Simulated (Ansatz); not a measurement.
**MgO2: the gap against volume**

MgO2, Pa-3, a = 4.834 Å. The structure is a Materials Project entry; whether it is the stable form wasn't checked. Ansatz: r2SCAN, PAW, 500 eV, Γ-centred 6×6×6 mesh on 12 atoms, Gaussian smearing 0.02 eV; no spin polarisation. Shape and atoms are relaxed at each volume; x = ln(V/V0) with V0 = 9.414 Å³/atom. The gap is read at the mesh points alone.

```tsv
x	gap y (eV)
-0.1278	5.209
-0.0943	5.072
-0.0619	4.944
-0.0305	4.824
0.0000	4.712
0.0296	4.606
0.0583	4.505
0.0953	?
```

Fit a straight line to the other rows, give the volume deformation potential of the gap and its pressure coefficient, and predict the missing gap. B0 = 142.4 GPa.

Means x = -0.03237, y = 4.8389; Σ(Δx)² = 0.02693, ΣΔxΔy = -0.1017; the slope is their ratio. y = 4.7166 − 3.7769 x. The slope is the deformation potential a = dE_g/d ln V = -3.78 eV, and dE_g/dP = −a/B0 = 26.5 meV/GPa. At x = 0.0953 the fit asked for gives 4.357 eV. The run gave 4.380 eV, so the fit is 0.023 eV too low, 2.8 % of the span of the series, against an rms of 0.006 eV on the fitted rows. The row lies outside the fitted range. With a term in x² added, a fit to the same known rows predicts 4.382 eV, so most of the miss is curvature that the known rows already hold.

Semilocal functionals give gaps under the measured ones; changes of the gap mostly carry over better.